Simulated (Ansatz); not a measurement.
In InP (zinc blende type) the In atom of the primitive cell, with all its periodic images, is moved by 0.06 Å along [111].

```xyz
2
Lattice="0.0000 2.9800 2.9800 2.9800 0.0000 2.9800 2.9800 2.9800 0.0000" Properties=species:S:1:pos:R:3 pbc="T T T"
In    0.0346    0.0346    0.0346
P     1.4900    1.4900    1.4900
```

Computed with HSE06, plane waves, all-electron PAW datasets generated for the crystal, point nucleus in Ansatz.

Cutoff 270 eV; exchange singularity: Wigner-Seitz; k-mesh 4×4×4 Γ-centred; Fermi–Dirac smearing of 0.05 eV; no spin polarisation; no spin–orbit coupling.

What force results?

The force on it along the displacement is -0.5023 eV/Å, a force constant of 8.37 eV/Å². A one-sided step along [111] also holds the cubic anharmonicity.

| atom | Fx (eV/Å) | Fy (eV/Å) | Fz (eV/Å) |
| --- | --- | --- | --- |
| In1 | -0.2900 | -0.2900 | -0.2900 |
| P2 | 0.2900 | 0.2900 | 0.2900 |

The k-mesh is modest, so these values aren't fully converged in k.
